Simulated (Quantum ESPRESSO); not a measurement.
# Kohn-Sham bands of SrCd (CsCl type)

```
CELL_PARAMETERS angstrom
      4.03563     0.00000     0.00000
      0.00000     4.03563     0.00000
      0.00000     0.00000     4.03563
ATOMIC_POSITIONS crystal
  Sr 0.50000 0.50000 0.50000
  Cd 0.00000 0.00000 0.00000
```

Cell from Materials Project (mp-30496), symmetrised, no further relaxation. COD (Crystallography Open Database) has an entry of this formula and space group (matched by these alone). Computed values, not measurements, from PBEsol: Quantum ESPRESSO (norm-conserving PseudoDojo potentials, cutoff 82 Ry, no spin polarisation, no spin-orbit coupling) on a Γ-centred 6×6×6 mesh, then Wannier90. Density: 10×10×10 mesh, cold smearing 0.01 Ry.

Energies are relative to the Fermi level; weights are on the orthonormalised atomic waves of the pseudopotential files, averaged over the group. 30 electrons a cell are treated as valence.

| bands | from (eV) | to (eV) | filling | weight on atomic waves |
|---|---|---|---|---|
| 1 | -102.56 | -102.56 | filled | (withheld) |
| 2–4 | -63.63 | -63.63 | filled | (withheld) |
| 5 | -35.72 | -35.68 | filled | (withheld) |
| 6–8 | -17.88 | -17.63 | filled | (withheld) |
| 9–13 | -8.57 | -8.30 | filled | (withheld) |

Question: Which atomic shells make up each group?

Answer: 
- 1, weight on atomic waves: Cd 4s 100 %
- 2–4, weight on atomic waves: Cd 4p 100 %
- 5, weight on atomic waves: Sr 4s 99 %
- 6–8, weight on atomic waves: Sr 4p 99 %
- 9–13, weight on atomic waves: Cd 4d 100 %

No gap over 0.05 eV opens at the Fermi level at this level of theory.
